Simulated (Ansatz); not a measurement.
ScAg (CsCl type)

```xyz
2
Lattice="3.3391 0.0000 0.0000 0.0000 3.3391 0.0000 0.0000 0.0000 3.3391" Properties=species:S:1:pos:R:3 pbc="T T T"
Sc     1.6695     1.6695     1.6695
Ag     0.0000     0.0000     0.0000
```

The slice is a {110} plane (indices of the conventional cell) through the point (0.500, 0.500, 0.500) (fractional), spanned by u = [100] and v = [011] in vectors of this cell: u (3.34 Å) and v (4.72 Å, at 90° to u). It covers one period; positions are fractions (u, v).

These are LDA (plane waves to 420 eV, PAW, scalar-relativistic; Ansatz, an electronic-structure program) values and carry that method's errors. k mesh 14×14×14. Near the nuclei the fields are pseudised (PAW); where an atom keeps semicore shells as valence, they peak there. ScAg is run without spin polarisation. ScAg was relaxed with its symmetry unable to fall.

Three fields on this plane, each scaled to ten steps between its own extremes (0 low, 9 high; the total valence density on a logarithmic scale, the potential cut 8 eV below its top; x marks points blanked near nuclei; v = 0 in the bottom row):

Map A
```
|xxxxx01566510xxxx|
|xxxxx03577530xxxx|
|xxxxx04677640xxxx|
|xxxx0357777530xxx|
|x0003566776653000|
|12345554444555432|
|55665410xx0145665|
|877640xxxxxx04677|
|98750xxxxxxxx0578|
|9974xxxxxxxxxx479|
|9972xxxxxxxxxx279|
|9971xxxxxxxxxx179|
|9972xxxxxxxxxx279|
|9974xxxxxxxxxx479|
|98750xxxxxxxx0578|
|877640xxxxxx04677|
|55665410xx0145665|
|12345554444555432|
|x0003566776653000|
|xxxx0357777530xxx|
|xxxxx04677640xxxx|
|xxxxx03577530xxxx|
|xxxxx01566510xxxx|
|xxxxxx146641xxxxx|
```

Map B
```
|xxxxx62000026xxxx|
|xxxxx52000025xxxx|
|xxxxx42111124xxxx|
|xxxx5322222235xxx|
|x7543334444333457|
|33334456666544333|
|22335689xx9865332|
|223479xxxxxx97432|
|22469xxxxxxxx9642|
|2347xxxxxxxxxx743|
|2358xxxxxxxxxx853|
|2358xxxxxxxxxx853|
|2358xxxxxxxxxx853|
|2347xxxxxxxxxx743|
|22469xxxxxxxx9642|
|223479xxxxxx97432|
|22335689xx9865332|
|33334456666544333|
|x7543334444333457|
|xxxx5322222235xxx|
|xxxxx42111124xxxx|
|xxxxx52000025xxxx|
|xxxxx62000026xxxx|
|xxxxxx200002xxxxx|
```

Map C
```
|xxxxx30133103xxxx|
|xxxxx10255201xxxx|
|xxxxx12588521xxxx|
|xxxx2258998522xxx|
|x4223589889853224|
|11246877667786421|
|44678777xx7778764|
|888877xxxxxx77888|
|99867xxxxxxxx7689|
|9876xxxxxxxxxx678|
|8866xxxxxxxxxx668|
|8766xxxxxxxxxx667|
|8866xxxxxxxxxx668|
|9876xxxxxxxxxx678|
|99867xxxxxxxx7689|
|888877xxxxxx77888|
|44678777xx7778764|
|11246877667786421|
|x4223589889853224|
|xxxx2258998522xxx|
|xxxxx12588521xxxx|
|xxxxx10255201xxxx|
|xxxxx30133103xxxx|
|xxxxxx002200xxxxx|
```

**Question.** Assign the maps to these fields: electron localisation function (ELF); valence electron density; electrostatic potential energy of an electron, from the cell's mean.

**Answer.** A is the electrostatic potential energy of an electron, from the cell's mean; B is the valence electron density; C is the electron localisation function (ELF).
